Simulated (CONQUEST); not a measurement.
Consider a self-consistent single point of Ta (Im-3m, 2 atoms in the cell; from Materials Project mp-50, changed as shown).

```xyz
2
Lattice="3.2437 0.0000 0.0000 0.0000 3.2437 0.0000 0.0000 0.0000 3.2437" Properties=species:S:1:pos:R:3 pbc="T T T"
Ta     0.0000     0.0000     0.0000
Ta     1.6218     1.6218     1.6218
```

Computed with LDA (PW92), numerical atomic orbitals double-zeta with polarisation (the shipped basis), PseudoDojo norm-conserving potentials made for LDA run with CONQUEST.

CONQUEST settings:

| setting | value |
|---|---|
| basis | DZP |
| Diag.MPMeshX, Y, Z | 14 14 14 |
| potentials | PseudoDojo norm-conserving LDA |
| Grid.GridCutoff | 175 Ha |
| DM.SolutionMethod | diagon |
| Diag.kT | 0.001837 Ha |
| Diag.GammaCentred | true |
| minE.SCTolerance | 1.0e-06 |
| SC.MaxIters | 100 |
| SC.LinearMixingFactor | 0.3 |
| SC.KerkerPreCondition | true |
| SC.KerkerFactor | 0.1 1/bohr |
| AtomMove.TypeOfRun | static |

Results:

* **Number of valence electrons**: 26
* **Number of bands**: 38
* **Number of k-points after the program's reduction**: 1646
* **Size of the basis**: 38
* **Number of SCF iterations**: 6
* **FFT grid**: 40 × 40 × 40
* **Free energy E − TS**: -3545.8182 eV
* **Fermi level (on the code's own zero)**: -7.54 eV
* **Pressure**: 1.52 GPa

Stress (GPa, positive for compression):
```
1.52  0.00  0.00
0.00  1.52  0.00
0.00  0.00  1.52
```

For comparison: a first run was changed to give this one (lattice scaled by 0.98), and from it to this one the free energy drops by 31.7 meV/atom and the pressure goes from -10.80 to 1.52 GPa.

The program uses no crystal symmetry, so grid and mesh can part values that symmetry would make equal. The atom-centred basis is finite, which shifts total energies and pressures against plane waves. The structure comes from a collection of computed structures, made at another level of theory; the collection holds predicted forms beside known ones.

Cost on one core: roughly 8 core-minutes.
